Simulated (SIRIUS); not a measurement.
Consider a self-consistent single point of InSe (P-6m2, 8 atoms in the cell; from Materials Project mp-1079260, changed as shown).

```xyz
8
Lattice="3.9664 0.0000 0.0000 -1.9832 3.4350 0.0000 0.0000 0.0000 17.6910" Properties=species:S:1:pos:R:3 pbc="T T T"
In     0.0000     0.0000    10.2146
In     0.0000     0.0000     7.4764
In     0.0000     2.2900    16.3219
In     0.0000     2.2900     1.3691
Se     1.9832     1.1450    15.0904
Se     1.9832     1.1450     2.6006
Se     0.0000     2.2900    11.4464
Se     0.0000     2.2900     6.2446
```

Computed with LDA (PW92), GBRV LDA ultrasoft pseudopotentials (plane waves; SIRIUS).

SIRIUS settings:

parameters.ngridk: 6 6 2
parameters.xc_functionals: [XC_LDA_X, XC_LDA_C_PW]
parameters.gk_cutoff: 6.325 1/bohr
parameters.pw_cutoff: 14.143 1/bohr
parameters.smearing: fermi_dirac
parameters.smearing_width: 0.000734986 Ha
potentials: GBRV LDA ultrasoft pseudopotentials
parameters.electronic_structure_method: pseudopotential
parameters.num_bands: 46
parameters.num_mag_dims: 0
parameters.num_dft_iter: 100
parameters.energy_tol: 1e-07 Ha
parameters.density_tol: 1e-06
mixer.type: broyden2
mixer.beta: 0.5
mixer.use_hartree: true

Results:

- Number of valence electrons: 76
- Number of bands: 46
- Number of k-points after the program's reduction: 14
- Number of plane waves (most at a k-point): 7003
- Number of SCF iterations: 16
- FFT grid: 36 × 36 × 160
- Free energy E − TS: -9599.7779 eV
- Gap on the k-point mesh: 0.64 eV
- Pressure: -0.03 GPa
- Largest force (vector length): 0.329 eV/Å

Forces (eV/Å):
```
atom     Fx     Fy      Fz
----  -----  -----  ------
In1   0.000  0.000  -0.224
In2   0.000  0.000   0.224
In3   0.000  0.000   0.225
In4   0.000  0.000  -0.225
Se5   0.000  0.000  -0.329
Se6   0.000  0.000   0.329
Se7   0.000  0.000   0.328
Se8   0.000  0.000  -0.328
```

Stress (GPa, positive for compression):
```
 0.04   0.00   0.00
 0.00   0.04   0.00
 0.00   0.00  -0.16
```

Gaps are taken between levels on the mesh.

For comparison: a first run was changed to give this one (lattice scaled by 0.98), and from it to this one the free energy falls by 11.5 meV/atom, the pressure goes from -2.78 to -0.03 GPa, the largest force goes from 0.155 to 0.329 eV/Å and the gap on the mesh goes from 0.483 to 0.636 eV.

The structure comes from a collection of computed structures, made at another level of theory; the collection holds predicted forms beside known ones.

Cost on one core: very roughly 4 core-minutes.
